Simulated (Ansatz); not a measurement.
Input:

SiGe:
```
CELL_PARAMETERS angstrom
      3.55641     0.00000     0.00000
     -1.77821     3.07994     0.00000
      0.00000     0.00000     3.22978
ATOMIC_POSITIONS crystal
  Ge 0.00000 0.00000 0.00000
  Si 0.66667 0.33333 0.50000
```

This is the PBEsol-relaxed structure. Tensor components refer to the Cartesian frame of this cell.

Task: All from PBEsol in the plane-wave PAW code Ansatz, unless another level is named. Predict the Poisson's ratio.

Result: 0.35.

Task: Predict the highest zone-centre frequency.

Result: 29.3 meV.

Task: Next, the elastic constants (relaxed ions, GPa)?

Result: C11 = 108, C12 = 34.5, C13 = 86.7, C33 = 126, C44 = 36.5.

Space group P-6m2. A made-up cell: these elements were put on the sites of a structure type; neither database checked (COD, Materials Project) lists it. Whether it is the stable phase at ambient conditions was not checked. The cell was relaxed with PBEsol under the symmetry of its start; its stability against distortions is not shown here. As this level gives no gap, shear constants depend on the k-mesh and smearing (Fermi–Dirac, 0.1 eV here).

Potentials: the earlier of the program's two PAW sets. The files were generated under PBE; for other functionals the program regenerates the frozen cores, and for LDA and PBEsol the local potential too.
